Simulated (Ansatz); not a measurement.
The relaxed structure here is a generated cell of Zr: the first start was made by placing the elements on the sites of a structure type, and the end was not matched to a known phase here, so it may be hypothetical. Known forms of Zr include space group No. 194.

A relaxed cell of Zr (I4/mmm (No. 139)), relaxed on a k-mesh at least as fine as the one used below. Method: r2SCAN (plane waves to 500 eV, PAW, scalar-relativistic; Ansatz, an electronic-structure program). Γ-centred k-mesh 13×13×13 on the run's cell (coarser than for final values), Fermi–Dirac smearing 0.05 eV.

```
Zr
1.0
   -3.78564     3.78564     3.20655
    0.00000     0.00000     3.20655
    1.89282     1.89282    -1.60327
Zr
2
Cartesian
 -3.78564   3.78564   4.80982
 -1.89282   1.89282   3.20655
```

The atoms are displaced along an unstable phonon of this cell by (Å):

```json
[
 {"atom": "Zr1", "ux": "-0.106", "uy": "-0.106", "uz": "0.000"},
 {"atom": "Zr2", "ux": "0.106", "uy": "0.106", "uz": "0.000"}
]
```

Task: What forces (eV/Å) and pressure result?

Result: 
```json
[
 {"atom": "Zr1", "Fx": "-0.15", "Fy": "-0.15", "Fz": "0.00"},
 {"atom": "Zr2", "Fx": "0.15", "Fy": "0.15", "Fz": "0.00"}
]
```

Pressure +0.6 GPa.

The undisplaced cell is probably no minimum: from this displacement the run went on to P6₃/mmc (No. 194), 0.09 eV/atom below it.

No spin polarisation in the result.
